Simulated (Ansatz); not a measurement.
Input, command and steps of an Ansatz relaxation.

```yaml
crystal:
  lattice:
    - [4.0587777896, 0.0, 0.0]
    - [0.0, 4.0587777896, 0.0]
    - [0.0, 0.0, 8.5178706672]
  atoms:
    - { symbol: Ca, position: [0.0, 0.0, 0.0] }
    - { symbol: Ca, position: [0.5, 0.5, 0.0] }
    - { symbol: Ca, position: [0.5, 0.0, 0.64] }
    - { symbol: Ca, position: [0.0, 0.5, 0.36] }
    - { symbol: Ti, position: [0.5, 0.0, 0.28] }
    - { symbol: Ti, position: [0.0, 0.5, 0.72] }
basis:
  ecutwfc: 420
kpoints:
  mp_grid: { grid: [4, 4, 2] }
hamiltonian:
  xc: pbe
scf:
  occupations: { method: gaussian, width: 0.1 }
  lower_state_search: "off"
output:
  forces: true
  stress: true
  eigenvalues: true
relax:
  adjacent_minimum: "off"
  f_tol: 0.04
  max_steps: 70
  cell: { stress_tol: 0.4 }
```

```bash
ansatz run input.yaml --threads 1 --pin off --max-ram 2560MiB --backend cpu --events-out ev --progress --plain --runs-dir out
```

The calculation used Ansatz 0.2.0, DFT PBE, scalar-relativistic, plane waves, PAW.

Of 7 frames 6 are shown, positions in Å and forces in eV/Å; the SCF threshold varies from step to step. Steps run on the plane waves of an earlier cell, with a Pulay correction in the pressure. The basis is chosen afresh for the last frame, the zero of the energies, and at times for earlier ones too; energy and pressure step there, also at an unchanged geometry. Here that happened at step 5 (-5 meV/atom, 0.3 GPa); the frames before carry an error of that size.

```xyz
6
Lattice="4.0588 0.0000 0.0000 0.0000 4.0588 0.0000 0.0000 0.0000 8.5179" Properties=species:S:1:pos:R:3:forces:R:3 pbc="T T T" step=1 free_energy_over_end_meV_per_atom=287.43 pressure_GPa=12.83
Ca    0.0000    0.0000    0.0000    0.0000    0.0000    0.0000
Ca    2.0294    2.0294    0.0000    0.0000    0.0000    0.0000
Ca    2.0294    0.0000    5.4514    0.0000    0.0000   -0.3584
Ca    0.0000    2.0294    3.0664    0.0000    0.0000    0.3584
Ti    2.0294    0.0000    2.3850    0.0000    0.0000    0.1864
Ti    0.0000    2.0294    6.1329    0.0000    0.0000   -0.1864
6
Lattice="4.2566 0.0000 0.0000 0.0000 4.2566 0.0000 0.0000 0.0000 8.8757" Properties=species:S:1:pos:R:3:forces:R:3 pbc="T T T" step=2 free_energy_over_end_meV_per_atom=93.87 pressure_GPa=5.60
Ca    0.0000    0.0000    0.0000    0.0000    0.0000    0.0000
Ca    2.1283    2.1283    0.0000    0.0000    0.0000    0.0000
Ca    2.1283    0.0000    5.6452    0.0000    0.0000   -0.0113
Ca    0.0000    2.1283    3.2305    0.0000    0.0000    0.0113
Ti    2.1283    0.0000    2.5132    0.0000    0.0000   -0.2873
Ti    0.0000    2.1283    6.3625    0.0000    0.0000    0.2873
6
Lattice="4.4549 0.0000 0.0000 0.0000 4.4549 0.0000 0.0000 0.0000 9.0400" Properties=species:S:1:pos:R:3:forces:R:3 pbc="T T T" step=3 free_energy_over_end_meV_per_atom=16.83 pressure_GPa=1.76
Ca    0.0000    0.0000    0.0000    0.0000    0.0000    0.0000
Ca    2.2274    2.2274    0.0000    0.0000    0.0000    0.0000
Ca    2.2274    0.0000    5.7756    0.0000    0.0000   -0.0768
Ca    0.0000    2.2274    3.2643    0.0000    0.0000    0.0768
Ti    2.2274    0.0000    2.4897    0.0000    0.0000   -0.0705
Ti    0.0000    2.2274    6.5502    0.0000    0.0000    0.0705
6
Lattice="4.5481 0.0000 0.0000 0.0000 4.5481 0.0000 0.0000 0.0000 9.1469" Properties=species:S:1:pos:R:3:forces:R:3 pbc="T T T" step=4 free_energy_over_end_meV_per_atom=6.00 pressure_GPa=0.15
Ca    0.0000    0.0000    0.0000    0.0000    0.0000    0.0000
Ca    2.2741    2.2741    0.0000    0.0000    0.0000    0.0000
Ca    2.2741    0.0000    5.8253    0.0000    0.0000   -0.0058
Ca    0.0000    2.2741    3.3216    0.0000    0.0000    0.0058
Ti    2.2741    0.0000    2.4852    0.0000    0.0000   -0.0353
Ti    0.0000    2.2741    6.6617    0.0000    0.0000    0.0353
6
Lattice="4.5481 0.0000 0.0000 0.0000 4.5481 0.0000 0.0000 0.0000 9.1469" Properties=species:S:1:pos:R:3:forces:R:3 pbc="T T T" step=5 free_energy_over_end_meV_per_atom=1.23 pressure_GPa=0.49
Ca    0.0000    0.0000    0.0000    0.0000    0.0000    0.0000
Ca    2.2741    2.2741    0.0000    0.0000    0.0000    0.0000
Ca    2.2741    0.0000    5.8253    0.0000    0.0000   -0.0050
Ca    0.0000    2.2741    3.3216    0.0000    0.0000    0.0050
Ti    2.2741    0.0000    2.4852    0.0000    0.0000   -0.0357
Ti    0.0000    2.2741    6.6617    0.0000    0.0000    0.0357
6
Lattice="4.5823 0.0000 0.0000 0.0000 4.5823 0.0000 0.0000 0.0000 9.1676" Properties=species:S:1:pos:R:3:forces:R:3 pbc="T T T" step=7 free_energy_over_end_meV_per_atom=0.00 pressure_GPa=0.10
Ca    0.0000    0.0000    0.0000    0.0000    0.0000    0.0000
Ca    2.2912    2.2912    0.0000    0.0000    0.0000    0.0000
Ca    2.2912    0.0000    5.8374    0.0000    0.0000    0.0054
Ca    0.0000    2.2912    3.3302    0.0000    0.0000   -0.0054
Ti    2.2912    0.0000    2.4748    0.0000    0.0000    0.0043
Ti    0.0000    2.2912    6.6927    0.0000    0.0000   -0.0043
```

The start puts this composition into another compound's structure type, which needn't suit it. The cell swells from 23.4 to 32.1 Å³ an atom, so the end can be far from any stable crystal. At the end the space group is P4/nmm (tolerance 0.05 Å).

It took 29 s on 1 thread of Arm Neoverse V2, on a shared host, peak memory 0.42 GiB.

The k mesh is coarse. Spin polarisation was left out, and a magnetic state may lie lower.